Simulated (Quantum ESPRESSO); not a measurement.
# Hf3NbNO7: convergence and cost over cutoff and k mesh

Simulated, not a measurement. The program is pw.x of Quantum ESPRESSO 7.5 (plane-wave density functional theory). The cell is made up: 12 atoms on a rutile lattice, with randomly drawn elements, strain and displacements, not relaxed. PseudoDojo standard norm-conserving files (v0.5 for PBE, v0.4.1 for LDA and PBEsol) set the functional; there is no spin polarisation, spin-orbit coupling or dispersion term, and the masses in the input are unused placeholders.

The hafnium pseudopotential is less sure than the others, with forces about 3 percent (worst 6) and pressure in oxides about 1.5 GPa (worst 2.7) from a second method in checks, which no rerun with the same files tests.

Input of the run in row 4:

```
&control calculation='scf', pseudo_dir='./dojo.nc.sr.pbe.v0_5.standard.upf', outdir='./o', disk_io='medium', tprnfor=.true., tstress=.true. /
&system ibrav=0, nat=12, ntyp=4, nbnd=54, ecutwfc=84.00895049, nosym=.true., tot_charge=0,
 occupations='smearing', smearing='fd', degauss=0.0018374661
/
&electrons conv_thr=7.350e-09, electron_maxstep=60, /
ATOMIC_SPECIES
Hf 1.0 Hf.upf
N 1.0 N.upf
Nb 1.0 Nb.upf
O 1.0 O.upf
CELL_PARAMETERS angstrom
4.8695 0.0145 0.0839
0.0145 4.823 0.0089
0.111 0.0118 6.4405
ATOMIC_POSITIONS angstrom
Hf -0.0027 -0.0008 0.0202
Hf 2.4272 2.335 1.6328
Hf 0.0935 -0.0182 3.2993
Nb 2.5755 2.4073 4.8919
N 1.5341 1.4325 0.0634
O 3.321 3.3745 0.0813
O 3.9516 0.9942 1.7182
O 0.9993 3.9468 1.6711
O 1.4544 1.4694 3.1863
O 3.4831 3.3359 3.2323
O 4.0541 1.0733 4.9532
O 0.9531 3.8861 4.7759
K_POINTS automatic
5 5 4 1 1 1
```

The same cell was run at these settings. Meshes are shifted by half a step, and differences are from the last row, which is itself not exact.

```
cutoff (eV)     k mesh  k points solved  threshold (eV)  free energy less the last row's (eV)  pressure (GPa)  largest stress difference (GPa)  largest force difference (eV/Å)  iterations  wall time (s)  k-point pools              processor
        800  2 x 2 x 2                4           1e-04                                 1.262           -8.50                             9.47                            0.058          13             87              1  AMD EPYC, Zen 5 class
       1143  1 x 1 x 1                1           1e-07                                 0.916            2.67                             5.25                            0.518          18             72              1  AMD EPYC, Zen 5 class
        802  5 x 5 x 4               50           1e-07                                 1.217           -8.37                             9.01                            0.014          17            782              1  AMD EPYC, Zen 5 class
       1143  5 x 5 x 4               50           1e-07                                 0.004            0.61                             0.03                            0.002          17           1180              1  AMD EPYC, Zen 5 class
       1467  7 x 7 x 6              147           1e-07                                 0.000            0.64                             0.00                            0.000          17           1586              4      Intel Xeon, older
```

Each pool is one process. Wall times include start-up and a band step at six k points, which weighs most on the coarsest meshes. The runs were on shared virtual cores whose load varied, so times are rough.